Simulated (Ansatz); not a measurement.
CoSi₂:
```yaml
crystal:
  lattice:
    - [0.00000, 2.65602, 2.65602]
    - [2.65602, 0.00000, 2.65602]
    - [2.65602, 2.65602, 0.00000]
  atoms:
    - { symbol: Co, position: [0.00000, 0.00000, 0.00000] }
    - { symbol: Si, position: [0.25000, 0.25000, 0.25000] }
    - { symbol: Si, position: [0.75000, 0.75000, 0.75000] }
```

This is the PBEsol-relaxed structure.

Question: All from plane-wave PAW PBEsol (Ansatz code), unless another level is named. Give the Poisson's ratio.

Answer: 0.33.

Question: And the elastic constants (relaxed ions, GPa)?

Answer: C11 = 262, C12 = 161, C44 = 95.4.

Space group Fm-3m (fluorite or antifluorite type). The cell was relaxed with PBEsol under the symmetry of its start. The workflow began spin-polarised and lost its moments. As this level gives no gap, shear constants depend on the k-mesh and smearing (Fermi–Dirac, 0.1 eV here).

Potentials: the later of the program's two PAW sets.
